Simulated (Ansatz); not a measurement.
Sn (bcc (W type), Im-3m) at seven volumes, PBEsol in the plane-wave PAW code Ansatz, scaled uniformly. One row is withheld.

| V (Å³/atom) | P (GPa) |
|---|---|
| 23.674 | 6.68 |
| 24.455 | 4.02 |
| 25.235 | 1.82 |
| 26.016 | 0.01 |
| 26.796 | ? |
| 27.577 | -2.73 |
| 28.357 | -3.79 |

**Question.** Fit the shown pressures and predict the withheld one.

**Answer.** Third-order Birch–Murnaghan: P = (3/2)B₀(x^(7/2) − x^(5/2))[1 + (3/4)(B′ − 4)(x − 1)] with x = (V₀/V)^(2/3). Least squares on the six rows gives V₀ = 26.020 Å³/atom, B₀ = 55.08 GPa, B′ = 5.27. At V = 26.796, x = 0.9806 and P = -1.50 GPa. The run itself gave -1.49 GPa.

The first step of the workflow began from a Materials Project structure, measured or hypothetical; the Crystallography Open Database copy checked does not list it. It is not the phase usual at ambient conditions (space group No. 141). The PBEsol relaxation kept the symmetry of its start. At this level the phase is mechanically unstable. Scalar-relativistic: spin–orbit coupling is off unless named, which matters more the heavier the elements.

Potentials: the earlier of the program's two PAW sets. The files were generated under PBE; for other functionals the program regenerates the frozen cores, and for LDA and PBEsol the local potential too.
